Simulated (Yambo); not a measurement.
Material: WO₃ (space group P4/nmm, No. 129); a = b = 5.325 Å, c = 3.944 Å, α = β = γ = 90.00° (8 atoms in the cell). The geometry is that of Materials Project entry mp-19443, symmetrised and not relaxed again.

With PBEsol (pw.x of Quantum ESPRESSO, ONCV potentials, scalar-relativistic), the gap between the mesh's edge points (Z → Γ) is 0.577 eV.

Question: By how much does one-shot G0W0 (Yambo; 2×2×4 Γ-centred k mesh, bands 3 to 217 and a 8 Ry block in the screening, 217 bands in G with the Bruneval-Gonze terminator, plasmon pole fitted at 27.2 eV) open this gap, and what gap results?

Answer: The correction is 1.134 eV, giving 1.711 eV, 3.0 times the PBEsol value.  Nearest settings tried, and what they do to the gap: 142 bands in G: +14 meV; 142 bands in W, 142 bands in G: +52 meV; 7 Ry block (243 vectors against 323): -10 meV; 2×2×2 mesh: -122 meV. So the settings aren't converged at that level. Spin-orbit coupling is left out, which matters for elements this heavy: edges can move by tenths of an eV.
